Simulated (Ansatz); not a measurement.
**Calculation log, TiHg (P4/mmm) (elastic constants by finite strains)**

Computed with PBEsol, all-electron LAPW in Ansatz 0.2.0, scalar-relativistic; not a measurement.

Cell and atoms were relaxed beforehand by PAW with this functional.

Launched as:

```sh
ansatz run input.yaml --threads 1 --pin off --max-ram 2560MiB --backend cpu --events-out ev --progress --plain --runs-dir out
```

Input:

```yaml
crystal:
  lattice:
    - [2.97057200331, 0.0, 0.0]
    - [0.0, 2.97057200331, 0.0]
    - [0.0, 0.0, 4.04772566319]
  atoms:
    - { symbol: Ti, position: [0.5, 0.5, 0.5] }
    - { symbol: Hg, position: [0.0, 0.0, 0.0] }
kpoints:
  mp_grid: { grid: [14, 14, 10] }
scf:
  occupations: { method: fermi_dirac, width: 0.1 }
hamiltonian:
  xc: pbesol
  pseudopotentials: { kind: all_electron, lapw: { basis_error: 0.001 } }
elastic:
  mode: relaxed_ion
  stencil: two_point
  amplitude: 0.005
```

Output (shortened where marked):

```
Warning: RAYON_NUM_THREADS=1 ignored (pool sized by the plan → 1); use --threads N
LAPW: plane waves up to 8.091 Å⁻¹, error target 1.0e-3 eV per atom; small_component_spin mean_spin; Ti in spheres of 1.389 Å, 12 of its electrons in bands, Dirac shells []; Hg in spheres of 1.441 Å, 44 of its electrons in bands, ...
Engine: ansatz 0.2.0, x86_64-unknown-linux-gnu
Pseudopotentials: kind: all_electron
Pseudopotential: Ti, LAPW, valence charge 12, lapw/all_electron/scalar/gaussian/Ti, Koelling and Harmon's equation, gaussian nucleus
Pseudopotential: Hg, LAPW, valence charge 44, lapw/all_electron/scalar/gaussian/Hg, Koelling and Harmon's equation, gaussian nucleus
Functional definition: PBEsol
  exchange = pbesol_x
  correlation = pbesol_c
Crystal: 2 atoms, lattice volume = 35.718 Å³
Basis set: ecut = 249.42160739625817 eV, 319 PW (Γ), exchange–correlation at level 2
Bands: 34, of which v1, the nominal top of the filled ones, is band 28 counted from 1 (27 counted from 0)
Symmetry: 16 space group operations
Space group: P4/mmm (ITA 123), of the structure as read, at distance tolerance 3.3e-5 Å
k-points: 216 of 1960
Non-local potential: Ti, projectors of the file, none
Non-local potential: Hg, projectors of the file, none
Initial density: superposition of atomic densities (chi_scale 0.1, normalization cell, long waves kept (reshape's long-wave potential 0.00 eV rms))
Initial wavefunctions: plane waves of lowest kinetic energy (no species holds an atomic orbital)
Functional: x = pbesol(κ = 0.804, μ = 0.12345679012345678), c = pbesol(β = 0.046)
iter 1 solved again at ethr=3.39e-3 eV; its pass at ethr=1.00e-1 eV (dr2=1.90e0 eV) is discarded
SCF iter   1: F=—  HF=-556893.344505 eV  |F-HF|=—  |Δ(HF+E_count)|=         —  Δρ=4.43e-2  dr2=1.90e0  ethr=3.39e-3  ⟨swp⟩=2.0  Hψ=44866  notcnv=0
preconditioner: auto → Kerker (q_TF=auto, 2.941 Å⁻¹)  [metal: Δε(μ)=0.012 eV  Ē_g=8.125 eV  σ=0.100 eV  W_gap=0.03  n_scr=14 (ndim 8)  ℏωp=24.9 eV  f_vac=0.000  D(μ)=2.04/eV (n_scr^D=20)]
iter 2 solved again at ethr=2.40e-4 eV; its pass at ethr=3.39e-3 eV (dr2=1.35e-1 eV) is discarded
SCF iter   2: F=—  HF=-556892.551797 eV  |F-HF|=—  |Δ(HF+E_count)|=   7.93e-1  Δρ=1.55e-2  dr2=1.35e-1  ethr=2.40e-4  ⟨swp⟩=2.0  Hψ=36899  notcnv=0
SCF iter   3: F=—  HF=-556892.413347 eV  |F-HF|=—  |Δ(HF+E_count)|=   1.38e-1  Δρ=1.66e-2  dr2=3.19e-1  ethr=2.40e-4  ⟨swp⟩=2.1  Hψ=21822  notcnv=0
SCF iter   4: F=—  HF=-556892.362714 eV  |F-HF|=—  |Δ(HF+E_count)|=         —  Δρ=1.05e-2  dr2=1.18e-1  ethr=2.40e-4  ⟨swp⟩=2.0  Hψ=20621  notcnv=0
the basis was enlarged: its passes take 381.9 KiB over the memory plan, 1 of 1 planned eigensolver slots
SCF iter   5: F=—  HF=-556892.330836 eV  |F-HF|=—  |Δ(HF+E_count)|=   3.19e-2  Δρ=4.37e-3  dr2=2.29e-2  ethr=2.10e-4  ⟨swp⟩=2.0  Hψ=20830  notcnv=0
SCF iter   6: F=—  HF=-556892.324310 eV  |F-HF|=—  |Δ(HF+E_count)|=   6.53e-3  Δρ=1.31e-3  dr2=7.65e-4  ethr=4.10e-5  ⟨swp⟩=2.0  Hψ=21791  notcnv=0
SCF iter   7: F=—  HF=-556892.324135 eV  |F-HF|=—  |Δ(HF+E_count)|=   1.76e-4  Δρ=6.28e-4  dr2=1.25e-4  ethr=1.37e-6  ⟨swp⟩=2.0  Hψ=21773  notcnv=0
[... 147 lines left out ...]
SCF 9 converged in 10 iterations: F = -556892.324038 eV  dr2 = 5.03e-14
SCF converged after 18 iterations
Free energy (F): -556892.324139 eV
Harris-Foulkes:  -556892.324139 eV  (|F-HF|=0.00e0)
Internal energy: -556892.242839 eV  (E = F + TS)
E sigma→0 (E₀):  -556892.283489 eV
Entropy (-TS):   -0.081300 eV (-40.650 meV/atom)
Fermi energy:    19.209310 eV
--- Per-component energies (eV) ---
  E_band       = -4707.392067
  E_kinetic    = 633935.812783
  E_xc         = -11111.584270
  E_electrostatic = -1179716.471351  (all electrons and nuclei)
  E_smearing   = -0.081300  (= −TS)
  E_closure    = 0.000000  (closes the sum)
  Σ components = -556892.324139   (vs F -556892.324139, Δ=0.00e0)
  Basis errors (estimates in eV, not in F): energy 1.7e-4 per atom: plane waves 1.4e-4 (7.5e-5 summed), levels above the bands 5.7e-30, relativity 1.0e-8, radial functions 2.7e-5, core shells 8.3e-8; eigenvalues (radial functions ...
--- Forces (eV/Å), atoms counted from 1 ---
  atom   1  Ti     0.00000000    -0.00000000     0.00000000
  atom   2  Hg    -0.00000000     0.00000000     0.00000000
  max |Σ_I F_I| component: 4.93e-32 eV/Å
--- Stress (GPa, compression-positive) ---
        0.001836       0.000000       0.000000
        0.000000       0.001836       0.000000
        0.000000       0.000000       0.018228
  P = ⅓ Tr σ = 0.0073 GPa (0.073 kbar)
--- Elastic constants: 4 strain directions × 2 members + reference (group order 16) ---
  dense FFT box of the reference and of every strained cell: 16×16×24
  strains applied: 11, 33, 23, 12; error gains: componentwise 1.00 (the most a stress slope's error grows in a printed constant), spectral 1.41 (1 for all six strains in a standard setting)
  C = ∂σ_k/∂η_j (tension-positive GPa; Voigt order 11 22 33 23 13 12):
       167.205     91.776    106.781      0.000      0.000     -0.000
        91.776    167.205    106.781      0.000      0.000     -0.000
       106.778    106.778    170.171      0.000      0.000     -0.000
         0.000      0.000      0.000     86.581      0.000      0.000
         0.000      0.000      0.000      0.000     86.581      0.000
        -0.000      0.000     -0.000      0.000      0.000     36.228
  reference stress σ⁰ (GPa):     -0.002     -0.002     -0.018      0.000      0.000      0.000
  no Pulay correction (none for the plane-wave cutoff is built on LAPW): the batch's stresses and constants are at fixed plane waves
  C* (energy form; C + prestress term) asymmetry max|C*_kj − C*_jk| = 1.947e-2 GPa — a small one proves nothing (zero by symmetry where the batch's group is 432, −43m or m−3m); a large one is finite-difference/SCF noise where ...
  moduli (Voigt/Reuss/Hill, GPa): K = 123.92/123.50/123.71   G = 55.16/44.57/49.87   E = 131.88   ν = 0.322
  mechanically stable: yes (min eigenvalue of sym C = 36.23 GPa)
  where every solve meets its electron count the energy-path curvature estimates C_jj along a normal strain and C_jj − ¼(σ⁰_aa + σ⁰_bb) along a shear (ab), closely only under elastic.basis: deformed
  strain η (Voigt 11):  stress-route row diagonal C_11 = 167.21 GPa, energy-path curvature d²(F+E_count)/dδ²/Ω₀ = 167.17 GPa
         δ    σ_11 (GPa)             F (eV)   n_scf  n_hpsi   n_pw
    -5.000e-3      -0.8577     -556892.3236637      14  635170    334   relax 0 steps, max|allowed force component| 9.86e-31 eV/Å
     5.000e-3       0.8144     -556892.3236824      14  635070    334   relax 0 steps, max|allowed force component| 4.93e-32 eV/Å
  strain η (Voigt 33):  stress-route row diagonal C_33 = 170.17 GPa, energy-path curvature d²(F+E_count)/dδ²/Ω₀ = 170.18 GPa
         δ    σ_33 (GPa)             F (eV)   n_scf  n_hpsi   n_pw
    -5.000e-3      -0.8801     -556892.3236403      12  316398    334   relax 0 steps, max|allowed force component| 1.73e-31 eV/Å
     5.000e-3       0.8216     -556892.3236891      12  316260    334   relax 0 steps, max|allowed force component| 4.34e-31 eV/Å
  strain η (Voigt 23):  stress-route row diagonal C_44 = 86.58 GPa, energy-path curvature d²(F+E_count)/dδ²/Ω₀ = 86.59 GPa
         δ    σ_23 (GPa)             F (eV)   n_scf  n_hpsi   n_pw
    -5.000e-3      -0.4329     -556892.3238976      11  787191    334   relax 0 steps, max|allowed force component| 0.00e0 eV/Å
     5.000e-3       0.4329     -556892.3238976      11  787091    334   relax 0 steps, max|allowed force component| 0.00e0 eV/Å
  strain η (Voigt 12):  stress-route row diagonal C_66 = 36.23 GPa, energy-path curvature d²(F+E_count)/dδ²/Ω₀ = 36.23 GPa
         δ    σ_12 (GPa)             F (eV)   n_scf  n_hpsi   n_pw
    -5.000e-3      -0.1811     -556892.3240380      10  439076    334   relax 0 steps, max|allowed force component| 9.86e-31 eV/Å
     5.000e-3       0.1811     -556892.3240380      10  439002    334   relax 0 steps, max|allowed force component| 2.96e-31 eV/Å
```

The calculation finished and met its thresholds.

### Elastic moduli

Elastic constants of a crystal by Kohn-Sham DFT: slopes of the stress over finite engineering strains of the given cell, Voigt indices, Cartesian axes as in the input; Hill averages of a grain aggregate, Debye temperature from the mean sound speed over directions.

```
Bulk modulus                     : 123.7 GPa
Shear modulus                    : 49.87 GPa
Young modulus                    : 131.9 GPa
Poisson ratio                    : 0.3223
Bulk over shear modulus          : 2.481
Elastic anisotropy index         : 1.191
Least young modulus              : 82.12 GPa
Largest young modulus            : 165.3 GPa
Longitudinal sound speed         : 4058 m/s
Transverse sound speed           : 2078 m/s
Elastic debye temperature        : 259.6 K
Linear compressibility (x, y, z) : 2.981, 2.981, 2.136 1/TPa
```

### Elastic constants

- Pressure at rest: 0.007 GPa
- Least elastic eigenvalue: 36.23 GPa
- Elastically stable: yes

```
index  elastic (GPa)
   11          167.2
   12          91.78
   13          106.8
   33          170.2
   44          86.58
   66          36.23
```

Strained cells:

Stress of each strained cell less that at rest, tension positive.

```csv
strain component,strain,stress xx (GPa),stress yy (GPa),stress zz (GPa),stress yz (GPa),stress xz (GPa),stress xy (GPa),relaxation steps
xx,-0.005,-0.8559,-0.4648,-0.5402,0,0,0,0
xx,0.005,0.8162,0.453,0.5275,0,0,0,0
zz,-0.005,-0.5442,-0.5442,-0.8619,0,0,0,0
zz,0.005,0.5236,0.5236,0.8398,0,0,0,0
yz,-0.005,-0.0042,-0.0031,-0.0049,-0.4329,0,0,0
yz,0.005,-0.0042,-0.0031,-0.0049,0.4329,0,0,0
xy,-0.005,-0.001,-0.001,-0.0034,0,0,-0.1811,0
xy,0.005,-0.001,-0.001,-0.0034,0,0,0.1811,0
```

Known limits: responses of metals move with mesh and smearing; no spin-orbit coupling on heavy atoms; the softest shear constant rests on one k mesh, and a soft shear can herald a distortion on cooling; elastic stability says nothing of phonons or of other phases.

It took 5.1 min on 1 thread of AMD EPYC 9R45 96-Core Processor (Zen 5), with other jobs on the host, peak memory 1.9 GiB.
